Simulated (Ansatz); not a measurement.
Relaxed-ion elastic tensor of BeSe (CsCl type, space group No. 221) in GPa (Voigt order), plane-wave PAW PBEsol (Ansatz code); density 5.07 g/cm³, 14.42 Å³ per atom.

```
  106   68.7   68.7    0.0    0.0    0.0
 68.7    106   68.7    0.0    0.0    0.0
 68.7   68.7    106    0.0    0.0    0.0
  0.0    0.0    0.0  -15.0    0.0    0.0
  0.0    0.0    0.0    0.0  -15.0    0.0
  0.0    0.0    0.0    0.0    0.0  -15.0
```

Task: Is the crystal mechanically stable?

Result: No: the smallest eigenvalue of C is -15.0 GPa.

Space group Pm-3m (CsCl type). The cell is a constructed one: a structure type filled with these elements; neither database checked (COD, Materials Project) lists it. COD files the formula under space group No. 216. Its standing as an ambient phase is unchecked. Symmetry was held in the PBEsol relaxation. At this level the phase is dynamically unstable (imaginary phonons). As this level gives no gap, shear constants depend on the k-mesh and smearing (Fermi–Dirac, 0.1 eV here).

Potentials: the later of the program's two PAW sets.
